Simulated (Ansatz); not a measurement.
AlAu:
```cif
data_Al4Au4
_chemical_formula_sum 'Al4 Au4'
_space_group_name_H-M_alt 'P21/m'
_space_group_IT_number 11
_space_group_name_Hall '-P 2yb'
_cell_length_a 6.32416
_cell_length_b 3.40519
_cell_length_c 6.37722
_cell_angle_alpha 90.000
_cell_angle_beta 92.653
_cell_angle_gamma 90.000
loop_
_atom_site_label
_atom_site_type_symbol
_atom_site_symmetry_multiplicity
_atom_site_Wyckoff_symbol
_atom_site_fract_x
_atom_site_fract_y
_atom_site_fract_z
_atom_site_occupancy
Al1 Al 2 e 0.44959 0.25000 0.17859 1
Al2 Al 2 e 0.08064 0.25000 0.68037 1
Au1 Au 2 e 0.69135 0.25000 0.52164 1
Au2 Au 2 e 0.18778 0.75000 0.00574 1
```

Relaxed at zero pressure with the program Ansatz at the r²SCAN level (PAW).

**Question.** The volume is lowered by 3 % and shape and atoms relax at that volume. What pressure results, and how do the axes share the change?

**Answer.** 3.7 GPa; a -0.3 %, b -2.3 %, c -0.5 %; the energy rises by 6 meV/atom.

**Question.** Give the new structure.

**Answer.** 
Space group P2₁/m (No. 11); a = 6.308 Å, b = 3.328 Å, c = 6.347 Å, α = 90.00°, β = 93.10°, γ = 90.00°

```json
[
 {"atom": "Al", "site": "2e", "symmetry": "m", "x": "0.4551", "y": "0.2500", "z": "0.1787"},
 {"atom": "Al", "site": "2e", "symmetry": "m", "x": "0.0813", "y": "0.2500", "z": "0.6805"},
 {"atom": "Au", "site": "2e", "symmetry": "m", "x": "0.6917", "y": "0.2500", "z": "0.5259"},
 {"atom": "Au", "site": "2e", "symmetry": "m", "x": "0.1873", "y": "0.7500", "z": "0.0064"}
]
```

The phase is kept; no other phase was compared at this pressure.

Space group P2_1/m. The first step of the workflow began from a Materials Project structure, measured or hypothetical; the Crystallography Open Database copy checked does not list it. Whether it is the stable phase at ambient conditions was not checked. Symmetry was held in the r²SCAN relaxation; whether a distortion lowers the energy is not shown. Axis ratios of metals converge slowly with the k-mesh, so a and c are less sure than the volume. Scalar-relativistic: spin–orbit coupling is off unless named, which matters more the heavier the elements.

Potentials: the later of the program's two PAW sets.
